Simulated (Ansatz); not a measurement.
System: Ag (fcc type), 1 atom in the cell.

These are results of PBE, all-electron LAPW, point nucleus in Ansatz, not measurements.

k-mesh 4×4×4 Γ-centred; Fermi–Dirac smearing of 0.15 eV; no spin polarisation.

```
Ag
1.0
     0.00000    2.07240    2.07240
     2.07240    0.00000    2.07240
     2.07240    2.07240    0.00000
Ag
1
Direct
  0.00000 0.00000 0.00000
```

Task: Would the cell expand or shrink if it were free to relax?

Result: The pressure is 0.99 GPa, so at these settings the cell is compressed and would expand.

The k-mesh is coarse, so these values belong to this mesh and can lie far from the converged ones.
